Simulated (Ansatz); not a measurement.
**NiSb — 61Ni nuclear quadrupole resonance**

Cell: a COD entry (perhaps calculated rather than measured), whose atoms a relaxation with PBE at fixed cell left in place.

```xyz
4
Lattice="3.9400 0.0000 0.0000 -1.9700 3.4121 0.0000 0.0000 0.0000 5.1400" Properties=species:S:1:pos:R:3 pbc="T T T"
Ni    0.0000    0.0000    0.0000
Ni    0.0000    0.0000    2.5700
Sb    0.0000    2.2748    1.2850
Sb    1.9700    1.1374    3.8550
```

Atom numbers follow the list; atoms alike are taken as one site, whose name carries the number of the first.

The numbers come from a DFT calculation in Ansatz (PBE, plane waves and PAW, scalar-relativistic, collinear spin, 420 eV cutoff, Γ-centred 10×10×7 k-points, Fermi–Dirac smearing 0.05 eV). Start moments as typed (μB): 3 on each Ni, none on the rest. The program fits them to the shells of the files, so those used differ somewhat.

61Ni: I = 3/2, Q = 162.0 mb (year-2017 value). Static lattice, zero field.

**Question.** Predict the zero-field 61Ni lines of each site.

**Answer.** For I = 3/2 there is one line, ν = (|C_Q|/2)(1 + η²/3)^½.

| site | atoms | V_zz (10²¹ V/m²) | C_Q (MHz) | η | line frequencies (MHz) |
| --- | --- | --- | --- | --- | --- |
| Ni | 1, 2 | -2.27 | -8.91 | 0.00 | 4.45 |

An axis of threefold or higher order runs through Ni, so V_zz lies along it and η is zero.

The run finds no gap above 0.1 eV (a metal, or nearly one), so the gradients can move by 10 % or more with the k-mesh. Without spin–orbit coupling (the program notes it for Sb) the gradients can shift somewhat, as the gap is small. With these PAW files V_zz is typically within 2 to 3 % of all-electron values, but misses above 10 % occur on Ni. The start moments die out, and the run ends without spin.
